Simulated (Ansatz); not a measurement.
MoRu:
```xyz
2
Lattice="2.7755 0.0000 0.0000 0.0000 2.7755 0.0000 0.0000 0.0000 3.8433" Properties=species:S:1:pos:R:3 pbc="T T T"
Ru     0.0000     0.0000     0.0000
Mo     1.3877     1.3877     1.9217
```

Relaxed with PBE. Special points in fractions of this cell's reciprocal vectors: Γ (0.000, 0.000, 0.000); X (0.000, 0.500, 0.000); M (0.500, 0.500, 0.000); Z (0.000, 0.000, 0.500); R (0.000, 0.500, 0.500); A (0.500, 0.500, 0.500).

**Question.** List the band energies nearest the Fermi level at these points for PBE (plane waves, PAW; program Ansatz).

**Answer.** In eV from the Fermi level; about four levels below and three above (degenerate sets whole), none deeper than 8.9 eV; … stands for higher levels left out; points with the same levels are listed once.

```csv
k,below,above
Γ,-5.04 -1.79 -1.79 -1.38,0.38 1.08 3.37
X,-2.27 -2.05 -1.00 -0.20,0.40 1.70 …
M,-5.66 -5.52 -5.01 -5.01,2.09 2.23 3.44
Z,-3.18 -1.00 -0.54 -0.54,0.19 0.71 …
R,-2.04 -2.04 -1.92 -1.20,1.23 1.50 2.09
A,-2.82 -2.82 -2.30 -2.30 -0.37,1.46 2.09 4.71
```

Space group P4/mmm (L1₀ or tetragonal B2). The start of the workflow was typed in or built on a structure type; neither database checked (COD, Materials Project) lists it. Its standing as an ambient phase is unchecked. The cell was relaxed with PBE under the symmetry of its start; its stability against distortions is not shown here. The run is not spin-polarised. Scalar-relativistic: spin–orbit coupling is off unless named, which matters more the heavier the elements.

Potentials: the earlier of the program's two PAW sets.
